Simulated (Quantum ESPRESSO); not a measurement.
# Hf2TaO5F3: convergence and cost over cutoff and k mesh

Computed values, not a measurement. The program is pw.x of Quantum ESPRESSO 7.5 (plane-wave density functional theory). The cell is made up: 11 atoms on a fluorite lattice with one site empty, with randomly drawn elements, strain and displacements, not relaxed. PseudoDojo standard norm-conserving files (v0.5 for PBE, v0.4.1 for LDA and PBEsol) set the functional; there is no spin polarisation, spin-orbit coupling or dispersion term, and the masses in the input are unused placeholders.

The hafnium pseudopotential is less sure than the others, with forces about 3 percent (worst 6) and pressure in oxides about 1.5 GPa (worst 2.7) from a second method in checks, which no rerun with the same files tests.

Input of the run in row 4:

```
&control calculation='scf', pseudo_dir='./dojo.nc.sr.pbe.v0_5.standard.upf', outdir='./o', disk_io='medium', tprnfor=.true., tstress=.true. /
&system ibrav=0, nat=11, ntyp=4, nbnd=50, ecutwfc=84.00895049, nosym=.true., tot_charge=0,
 occupations='smearing', smearing='fd', degauss=0.0018374661
/
&electrons conv_thr=7.350e-09, electron_maxstep=60, /
ATOMIC_SPECIES
F 1.0 F.upf
Hf 1.0 Hf.upf
O 1.0 O.upf
Ta 1.0 Ta.upf
CELL_PARAMETERS angstrom
4.999 0.0 0.0
0.0 4.999 0.0
0.0 0.0 4.999
ATOMIC_POSITIONS angstrom
Hf -0.0411 -0.0317 0.0414
Ta -0.0064 2.4947 2.4883
Hf 2.5252 0.037 2.4426
O 1.2093 1.2852 1.2321
O 1.2699 1.2691 3.7521
O 1.2452 3.7336 1.2381
O 1.2278 3.7541 3.7652
O 3.7511 1.2915 1.257
F 3.6795 1.2232 3.7221
F 3.708 3.7584 1.2951
F 3.7783 3.7593 3.7962
K_POINTS automatic
5 5 5 1 1 1
```

The same cell was run at these settings. Meshes are shifted by half a step, and differences are from the last row, which is itself not exact.

| cutoff (eV) | k mesh | k points solved | threshold (eV) | free energy less the last row's (eV) | pressure (GPa) | largest stress difference (GPa) | largest force difference (eV/Å) | iterations | wall time (s) | k-point pools | processor |
| --- | --- | --- | --- | --- | --- | --- | --- | --- | --- | --- | --- |
| 800 | 2 x 2 x 2 | 4 | 1e-04 | 1.226 | -15.32 | 14.07 | 0.135 | 13 | 63 | 1 | AMD EPYC, Zen 5 class |
| 1143 | 2 x 2 x 2 | 4 | 1e-07 | -0.221 | -1.80 | 0.56 | 0.138 | 17 | 104 | 1 | AMD EPYC, Zen 5 class |
| 708 | 5 x 5 x 5 | 63 | 1e-07 | 4.707 | -34.58 | 33.34 | 0.053 | 15 | 559 | 1 | AMD EPYC, Zen 5 class |
| 1143 | 5 x 5 x 5 | 63 | 1e-07 | 0.003 | -1.33 | 0.03 | 0.002 | 15 | 1253 | 1 | AMD EPYC, Zen 5 class |
| 1437 | 7 x 7 x 7 | 172 | 1e-07 | 0.000 | -1.30 | 0.00 | 0.000 | 16 | 563 | 4 | AMD EPYC, Zen 5 class |

Each pool is one process. Wall times include start-up and a band step at six k points, which weighs most on the coarsest meshes. The runs were on shared virtual cores whose load varied, so times are rough.